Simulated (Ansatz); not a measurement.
TiTc:
```
TiTc
1.0
    3.06813     0.00000     0.00000
    0.00000     3.06813     0.00000
    0.00000     0.00000     3.06813
Tc Ti
1 1
Direct
  0.00000   0.00000   0.00000
  0.50000   0.50000   0.50000
```

Relaxed with PBEsol. Special points in fractions of this cell's reciprocal vectors: Γ (0.000, 0.000, 0.000); X (0.000, 0.500, 0.000); M (0.500, 0.500, 0.000); R (0.500, 0.500, 0.500).

### Question
List the band energies nearest the Fermi level at these points for PBEsol (plane waves, PAW; program Ansatz).

### Answer
In eV from the Fermi level; about four levels below and three above (degenerate sets whole), none deeper than 8.9 eV; … stands for higher levels left out; points with the same levels are listed once.

| k | below | above |
|---|---|---|
| Γ | -4.20 -4.20 -0.26 -0.26 -0.26 | 2.66 2.66 … |
| X | -2.38 -0.45 -0.45 -0.26 | 1.01 1.46 1.46 |
| M | -4.26 -3.98 -2.09 -2.09 | 2.09 2.09 2.23 |
| R | -2.49 -2.49 -2.49 -0.58 -0.58 -0.58 | 2.34 2.34 3.80 3.80 |

Space group Pm-3m (CsCl type). The workflow started from an entry of the Crystallography Open Database (COD). Whether it is the stable phase at ambient conditions was not checked. The PBEsol relaxation kept the symmetry of its start; of distortions, only those at the zone centre were tested. The run is not spin-polarised. Scalar-relativistic: spin–orbit coupling is off unless named, which matters more the heavier the elements.

Potentials: the later of the program's two PAW sets.
